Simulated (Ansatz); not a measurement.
One crystal and one scan (frozen-phonon scan) at two levels, r2SCAN (plane waves to 500 eV, PAW, scalar-relativistic; Ansatz, a quantum-chemistry and plane-wave program) and PBE (plane waves to 420 eV, PAW, scalar-relativistic; Ansatz), each from its own relaxed cell and on its own mesh. The cell shown is that of r2SCAN.

Starting cell, BP (zinc blende):

```yaml
crystal:
  lattice:
    - [0.00000, 2.26828, 2.26828]
    - [2.26828, 0.00000, 2.26828]
    - [2.26828, 2.26828, 0.00000]
  atoms:
    - { symbol: P, position: [0.75000, 0.75000, 0.75000] }
    - { symbol: B, position: [0.00000, 0.00000, 0.00000] }
```

The atoms are displaced by Q × the pattern below (from a DFPT mode at Γ, largest move 1; Q in Å), at fixed cell. It is one choice among 3 degenerate patterns.

```json
[
 {"atom": "P1", "x": "0.000", "y": "0.000", "z": "-0.349"},
 {"atom": "B2", "x": "0.000", "y": "0.000", "z": "1.000"}
]
```

BP was relaxed with its symmetry unable to fall. As the smearing reaches across the gap at some points, energies and forces of such displacements shift with the k mesh and the smearing. Percentages come from the unrounded values.

Results of r2SCAN:

- Lattice constant a (Å) = 4.537
- Harmonic wavenumber from the curvature (finite differences) (cm⁻¹ (negative: imaginary)) = 819
- Shape of the curve = a single well with its minimum at or next to zero displacement

Problem. Estimate the PBE values.

Solution. 
| quantity | PBE | r2SCAN − PBE |
|---|---|---|
| Lattice constant a (Å) | 4.548 | -0.011 (-0.3 %) |
| Harmonic wavenumber from the curvature (finite differences) (cm⁻¹ (negative: imaginary)) | 800 | +19 (+2.3 %) |

r2SCAN gives the higher value for: harmonic wavenumber from the curvature. r2SCAN gives the lower value for: lattice constant a. Both give the same shape of the curve: a single well with its minimum at or next to zero displacement.

(For displaced atoms, the force is minus the slope of the energy, and its curvature is a force constant, which sets phonon frequencies.)
